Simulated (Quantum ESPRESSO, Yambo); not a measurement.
G0W0 results for CsTaP$_{2}$O$_{8}$

```
CELL_PARAMETERS angstrom
      4.42272    -2.64543     0.00000
      4.42272     2.64543     0.00000
     -0.51583     0.00000     9.00212
ATOMIC_POSITIONS crystal
  O  0.79136 0.79136 0.91516
  O  0.20864 0.20864 0.08484
  O  0.21199 0.68523 0.14588
  O  0.78801 0.31477 0.85412
  O  0.31477 0.78801 0.85412
  O  0.68523 0.21199 0.14588
  O  0.32388 0.32388 0.35245
  O  0.67612 0.67612 0.64755
  P  0.64493 0.64493 0.80818
  P  0.35507 0.35507 0.19182
  Cs 0.00000 0.00000 0.50000
  Ta 0.00000 0.00000 0.00000
```

The geometry is that of Materials Project entry mp-559118, symmetrised and not relaxed again.

Starting point: norm-conserving PBEsol (Quantum ESPRESSO, 84 Ry, no spin-orbit coupling). G0W0 in Yambo: 2×2×1 Γ-centred k mesh, bands 2 to 307 and a 7 Ry block in the screening, 307 bands in G with the Bruneval-Gonze terminator, plasmon pole fitted at 27.2 eV.

```yaml
PBEsol gap along the band path: 3.39 eV
PBEsol gap between the mesh's edge points ((-0.5, -0.5, 0) → Γ): 3.40 eV
G0W0 gap between the same points: 6.12 eV
PBEsol smallest direct gap on the mesh (at Γ): 3.51 eV
G0W0 direct gap at that point: 6.21 eV
```

```tsv
k point	band	E PBEsol (eV)	E QP (eV)	shift (eV)	Z
Γ	VB	-0.11	-1.21	-1.10	0.79
Γ	CB	3.40	4.99	1.60	0.83
(0, -0.5, 0)	VB	-0.12	-1.37	-1.24	0.80
(0, -0.5, 0)	CB	3.76	5.42	1.66	0.83
(-0.5, -0.5, 0)	VB	0.00	-1.12	-1.12	0.79
(-0.5, -0.5, 0)	CB	3.54	5.16	1.62	0.83
```

Energies count from the PBEsol valence-band maximum.

Nearest settings tried, and what they do to the gap: 200 bands in W, 200 bands in G: +62 meV; 6 Ry block (359 vectors against 441): -4 meV. Not varied: mesh. So the settings aren't converged at that level. The k mesh is coarse.

Spin-orbit coupling is left out, which matters for elements this heavy: edges can move by tenths of an eV.

The structure is a Materials Project entry; no match was found in the copy of COD used, and its stability was not checked.
